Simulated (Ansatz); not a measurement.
SnSe in space group P6_3mc (No. 186; Sn on 2b, Se on 2b), DFT-PBE in the program Ansatz with PAW potentials, all energies at zero smearing, with the estimated change up to a 700 eV cutoff added, with one set of potentials and settings (totals compare only within such a set). Cell of 4 atoms (2 Sn, 2 Se): -22987.940 eV.

| element | reference phase | E (eV/atom) |
|---|---|---|
| Sn | Fd-3m, 2 atoms in the cell | -6024.2128 |
| Se | P3_121, 3 atoms in the cell | -5469.0798 |

Formation energy per atom, worked out: (-22987.940 − 2×(-6024.2128) − 2×(-5469.0798))/4 = -0.339 eV/atom (-33 kJ per mol of atoms), at 0 K, without zero-point energy or fitted corrections.

A made-up cell: these elements were put on the sites of a structure type; neither database checked (COD, Materials Project) lists it. It is not the phase usual at ambient conditions (space group No. 62). Symmetry was held in the PBE relaxation; whether a distortion lowers the energy is not shown. The references are the lowest solids computed at this level, not always the standard phases. Scalar-relativistic: spin–orbit coupling is off unless named, which matters more the heavier the elements.

Potentials: the later of the program's two PAW sets.
